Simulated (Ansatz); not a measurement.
An Ansatz input:

```yaml
crystal:
  lattice:
    - [2.4682721124, 0.0, 0.0]
    - [-1.2341360562, 2.1375863528, 0.0]
    - [0.0, 0.0, 8.6964411738]
  atoms:
    - { symbol: Cr, position: [0.0, 1.0, 1.0], spin: 1.5 }
    - { symbol: Cr, position: [0.0, 0.0, 0.5], spin: 1.5 }
    - { symbol: Cr, position: [0.3333333333, 0.6666666667, 0.25], spin: 1.5 }
    - { symbol: Cr, position: [0.6666666667, 0.3333333333, 0.75], spin: 1.5 }
hamiltonian:
  xc: pbesol
  pseudopotentials:
    kind: paw
    azcp:
      Cr: "pseudopotentials/Cr.paw.azcp"
basis:
  ecutwfc: 420
  fft_grid_basis: typed
kpoints:
  mp_grid: { grid: [19, 19, 5], shift: [0, 0, 0] }
magnetization:
  spin_polarized: true
scf:
  occupations: { method: fermi_dirac, width: 0.05 }
```

Terminal output

```
Warning: the record states the generating functional pbe (its physics header spells it `PBE`), which answers neither for hamiltonian.xc's functional nor for the pbesol family's — results may be inconsistent (PPs are generated against a specific XC)
Engine: ansatz 0.2.0, x86_64-unknown-linux-gnu
Pseudopotentials: kind: paw
Pseudopotential: Cr, paw, valence charge 14, recommended cutoff 420 eV (normal) 
Functional definition: PBEsol
  exchange = pbesol_x
  correlation = pbesol_c
Crystal: 4 atoms, lattice volume = 45.884 Å³
Basis set: ecut = 420 eV, 851 PW (Γ)
Bands: 38, of which v1, the nominal top of the filled ones, is band 28 counted from 1 (27 counted from 0)
Symmetry: 24 space group operations
Space group: P63/mmc (ITA 194), of the structure as read, at distance tolerance 3.6e-5 Å
Magnetic group: BNS 194.263 (UNI 1493), of the structure as read, at distance tolerance 3.6e-5 Å
k-points: 120 of 1805
Non-local potential: Cr, projectors of the file, l = 0: 3, l = 1: 2, l = 2: 3, l = 3: 1
PAW form: soft (Blöchl's): semilocal exchange-correlation on the pseudo side does not see the compensation charge
PAW frozen core: Cr, regenerated for the run's functional, and the local potential with it (the file was generated under x = pbe(κ = 0.804, μ = 0.2195149727645171), c = pbe(β = 0.06672455060314922))
PAW one-centre angular grid: Cr, 590 points (default); XC on 64 Gauss nodes
Initial density: superposition of atomic densities (chi_scale 0.1, normalization cell)
Starting moments: Σ|m| = 6 μB on 4 of 4 sites
Initial wavefunctions: pseudopotential atomic-orbital guess
Functional: x = pbesol(κ = 0.804, μ = 0.12345679012345678), c = pbesol(β = 0.046)
SCF iter   1: F=—  HF=-13406.120292 eV  |F-HF|=—  |Δ(HF+E_count)|=         —  Δρ=2.15e-1 (↑2.15e-1 ↓6.84e-2)  dr2=2.22e1  dr2_m=4.44e0  M=1.003 μB ∫|m|=1.004 μB  β_m=0.30  ethr=3.10e-3  ⟨swp⟩=3.5  Hψ=27664  notcnv=0  defer=1
Mixer restart at iter 1: flushing history
SCF iter   2: F=—  HF=-13398.150332 eV  |F-HF|=—  |Δ(HF+E_count)|=    7.97e0  Δρ=1.29e-1 (↑1.29e-1 ↓4.60e-2)  dr2=6.73e0  dr2_m=2.13e0  M=0.980 μB ∫|m|=0.981 μB  β_m=0.49  ethr=3.10e-3  ⟨swp⟩=2.1  Hψ=18791  notcnv=0  defer=460
SCF iter   3: F=—  HF=-13395.094303 eV  |F-HF|=—  |Δ(HF+E_count)|=    3.06e0  Δρ=2.98e-2 (↑2.98e-2 ↓2.84e-2)  dr2=1.01e-1  dr2_m=3.07e-1  M=0.527 μB ∫|m|=0.530 μB  β_m=0.73  ethr=3.10e-3  ⟨swp⟩=2.6  Hψ=18385  notcnv=0  defer=428
SCF iter   4: F=—  HF=-13395.167520 eV  |F-HF|=—  |Δ(HF+E_count)|=   7.32e-2  Δρ=6.36e-3 (↑6.36e-3 ↓3.45e-3)  dr2=2.13e-2  dr2_m=5.81e-3  M=0.071 μB ∫|m|=0.078 μB  β_m=0.82  ethr=1.80e-4  ⟨swp⟩=2.7  Hψ=19281  notcnv=0  defer=340
SCF iter   5: F=—  HF=-13395.173764 eV  |F-HF|=—  |Δ(HF+E_count)|=   6.24e-3  Δρ=1.29e-2 (↑1.29e-2 ↓1.29e-2)  dr2=4.74e-1  dr2_m=1.04e-3  M=0.030 μB ∫|m|=0.033 μB  β_m=0.49  ethr=3.80e-5  ⟨swp⟩=3.5  Hψ=20360  notcnv=0  defer=339  recentre
SCF iter   6: F=—  HF=-13395.161926 eV  |F-HF|=—  |Δ(HF+E_count)|=   1.18e-2  Δρ=2.48e-3 (↑5.58e-4 ↓2.48e-3)  dr2=2.27e-3  dr2_m=5.36e-4  M=0.023 μB ∫|m|=0.027 μB  β_m=0.51  ethr=3.80e-5  ⟨swp⟩=2.5  Hψ=19096  notcnv=0  defer=333
SCF iter   7: F=—  HF=-13395.160993 eV  |F-HF|=—  |Δ(HF+E_count)|=   9.32e-4  Δρ=3.43e-4 (↑3.43e-4 ↓3.25e-4)  dr2=8.88e-5  dr2_m=1.82e-5  M=-0.003 μB ∫|m|=0.006 μB  β_m=0.64  ethr=4.06e-6  ⟨swp⟩=2.5  Hψ=16934  notcnv=0  defer=330
SCF iter   8: F=—  HF=-13395.161239 eV  |F-HF|=—  |Δ(HF+E_count)|=   2.46e-4  Δρ=2.03e-4 (↑1.18e-4 ↓2.03e-4)  dr2=3.25e-6  dr2_m=1.05e-5  M=0.001 μB ∫|m|=0.003 μB  β_m=0.79  ethr=1.59e-7  ⟨swp⟩=2.0  Hψ=14840  notcnv=0  defer=330
SCF iter   9: F=—  HF=-13395.161243 eV  |F-HF|=—  |Δ(HF+E_count)|=   3.22e-6  Δρ=4.31e-5 (↑2.35e-5 ↓4.31e-5)  dr2=6.98e-7  dr2_m=3.82e-7  M=-0.000 μB ∫|m|=0.001 μB  β_m=0.80  ethr=5.80e-9  ⟨swp⟩=2.4  Hψ=15984  notcnv=0  defer=330
SCF iter  10: F=—  HF=-13395.161242 eV  |F-HF|=—  |Δ(HF+E_count)|=   1.42e-7  Δρ=1.45e-5 (↑1.45e-5 ↓6.84e-6)  dr2=1.10e-7  dr2_m=2.68e-8  M=-0.000 μB ∫|m|=0.000 μB  β_m=0.74  ethr=1.25e-9  ⟨swp⟩=2.0  Hψ=13533  notcnv=0  defer=330
SCF iter  11: F=—  HF=-13395.161242 eV  |F-HF|=—  |Δ(HF+E_count)|=   2.60e-8  Δρ=4.64e-6 (↑3.81e-6 ↓4.64e-6)  dr2=1.32e-8  dr2_m=4.52e-9  M=-0.000 μB ∫|m|=0.000 μB  β_m=0.87  ethr=1.97e-10  ⟨swp⟩=2.6  Hψ=15442  notcnv=0  defer=330
SCF iter  12: F=—  HF=-13395.161242 eV  |F-HF|=—  |Δ(HF+E_count)|=   3.19e-9  Δρ=7.86e-7 (↑7.86e-7 ↓6.04e-7)  dr2=2.21e-10  dr2_m=1.32e-10  M=0.000 μB ∫|m|=0.000 μB  β_m=0.93  ethr=2.36e-11  ⟨swp⟩=2.0  Hψ=11872  notcnv=0  defer=330
SCF iter  13: F=-13395.161242 eV  HF=-13395.161242 eV  |F-HF|=5.20e-10  |Δ(HF+E_count)|=  1.06e-10  Δρ=5.05e-7 (↑3.99e-7 ↓5.05e-7)  dr2=5.43e-10  dr2_m=9.01e-12  M=0.000 μB ∫|m|=0.000 μB  ethr=1.00e-12  ⟨swp⟩=4.6  Hψ=26918  notcnv=0
SCF 1 converged in 13 iterations: F = -13395.161242 eV  dr2 = 5.43e-10
WARN: the starting moments were not kept: the SCF closed with an absolute magnetisation of 9.5e-6 μB, where they sum to 6 μB in size (4 sites). That is at most 0.1 of that sum. Measured as dr2_m measures the in/out step, that magnetisation stands 1.9e-11 eV from none, at or under the dr2_threshold of 1.0e-7 eV: it is no larger than a step whose dr2_m would equal this threshold. The system may hold no moment; this SCF shows only that its start led to no more than that. To try another start: raise the starting moments (crystal.atoms[].spin, magnetization.per_species, magnetization.initial_magnetization, or on a non-collinear deck that types none of these the spinor_matrix: blocks that start its atoms; where the total moment is fixed, keep their sum and leave initial_magnetization as it is; typed ones take the place of any that the run laid by itself, positive ones on a crystal's lanthanoids without a Hubbard term where scf.initial_density.shell_occupations: [] is typed) or, if the notice of its spin-set hold's release reads "site moments contracting" or "site moments show no strong build", lengthen the hold (scf.mixing.spin_hold: { on: { confirm: 4 } }; for m-r²SCAN on two components see the key's manual first). Each may lead to a state that holds a moment. A second SCF, from the converged charge density, with the starting moments and any scf.initial_density.shell_occupations laid on it anew, would have followed, and was not run: the deck does not ask for one (magnetization.retry_lost_moments is false, the default). To let it run, set magnetization.retry_lost_moments: true and run the deck again, where that key's refused combinations let it; where memory then withholds it, that run's warning says so.
SCF converged after 13 iterations
Magnetization: 0.0000 μB (28.0000 up, 28.0000 down)
Absolute magnetization: 0.0000 μB (∫|ρ↑−ρ↓|, with the PAW one-centre terms)
Spin contamination: 0.0000 ħ² per cell (⟨S²⟩ above its minimum at these occupations)
Per-site moments (μB) at R_I (Å): [(3.099637907759013e-6, 1.0181622463671245), (3.0996379074652213e-6, 1.0181622463671245), (4.2358002328204923e-7, 1.0181622463671245), (4.2358002333704173e-7, 1.0181622463671245)]
Free energy (F): -13395.161242 eV
Harris-Foulkes:  -13395.161242 eV  (|F-HF|=5.20e-10)
Internal energy: -13395.110616 eV  (E = F + TS)
E sigma→0 (E₀):  -13395.135929 eV
Entropy (-TS):   -0.050626 eV (-12.657 meV/atom)
Fermi energy:    19.254644 eV
--- Per-component energies (eV) ---
  E_band       = -565.060299
  E_kinetic    = 1377.485148
  E_local      = -4699.612524  (includes V_loc(G=0)·N_el)
  E_nonlocal   = 323.111071
  E_hartree    = 2052.988537
  E_xc         = -557.176310
  E_vxc        = -713.981817  (∫ρ·V_xc dr)
  E_paw        = -4669.897331  (= ΣΔE_a)
  E_vpaw       = -958.040656  (= ΣTr[D̂ρ^β])
  E_aug_tail   = 0.001477  (compensation charges beyond the density's cutoff)
  E_ewald      = -7222.650681
  E_core_change = 0.639998  (= ΣΔE_core)
  E_smearing   = -0.050626  (= −TS)
  E_closure    = -0.000000  (closes the sum)
  Σ components = -13395.161242   (vs F -13395.161242, Δ=0.00e0)
```
